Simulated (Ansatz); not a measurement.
ScPdN2 in space group R-3m (No. 166; Sc on 3b, Pd on 3a, N on 6c) at seven volumes, r²SCAN in the plane-wave PAW code Ansatz, shape and atoms relaxed at each. One row is withheld.

| V (Å³/atom) | P (GPa) |
|---|---|
| 12.406 | ? |
| 12.815 | 8.61 |
| 13.224 | 4.00 |
| 13.633 | 0.00 |
| 14.042 | -3.45 |
| 14.451 | -6.46 |
| 14.859 | -9.09 |

Question: Fit the shown pressures and predict the withheld one.

Answer: Third-order Birch–Murnaghan: P = (3/2)B₀(x^(7/2) − x^(5/2))[1 + (3/4)(B′ − 4)(x − 1)] with x = (V₀/V)^(2/3). Least squares on the six rows gives V₀ = 13.634 Å³/atom, B₀ = 123.9 GPa, B′ = 3.71. At V = 12.406, x = 1.0649 and P = 13.93 GPa. The run itself gave 13.97 GPa.

The start of the workflow was typed in or built on a structure type; neither database checked (COD, Materials Project) lists it. Whether it is the stable phase at ambient conditions was not checked. Symmetry was held in the r²SCAN relaxation; whether a distortion lowers the energy is not shown. The run is not spin-polarised.

Potentials: the later of the program's two PAW sets.
